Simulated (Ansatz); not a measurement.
Cs in space group I4_1/amd (No. 141; Cs on 4b) under volume change, plane-wave PAW PBEsol (Ansatz code), shape and atoms relaxed at each volume.

| V (Å³/atom) | E − E(relaxed) (meV/atom) | P (GPa) |
|---|---|---|
| 104.395 | 6.1 | 0.20 |
| 107.837 | … | … |
| 111.278 | 0.6 | 0.06 |
| 114.720 | 0.0 | 0.00 |
| 118.161 | 0.6 | -0.05 |
| 121.603 | … | … |
| 125.045 | 4.7 | -0.14 |

Q: What belongs in the gaps?

A: 
- 107.837, E − E(relaxed) (meV/atom): 2.6
- 107.837, P (GPa): 0.13
- 121.603, E − E(relaxed) (meV/atom): 2.2
- 121.603, P (GPa): -0.10

Q: What does a third-order Birch–Murnaghan fit give for V₀, B₀ and B′?

A: V₀ = 114.69 Å³/atom, B₀ = 1.8 GPa, B′ = 3.5.

The first step of the workflow began from a Materials Project structure, measured or hypothetical; the Crystallography Open Database copy checked does not list it. It is not the phase usual at ambient conditions (space group No. 229). Symmetry was held in the PBEsol relaxation; of distortions, only those at the zone centre were tested. Scalar-relativistic: spin–orbit coupling is off unless named, which matters more the heavier the elements.

Potentials: the earlier of the program's two PAW sets.
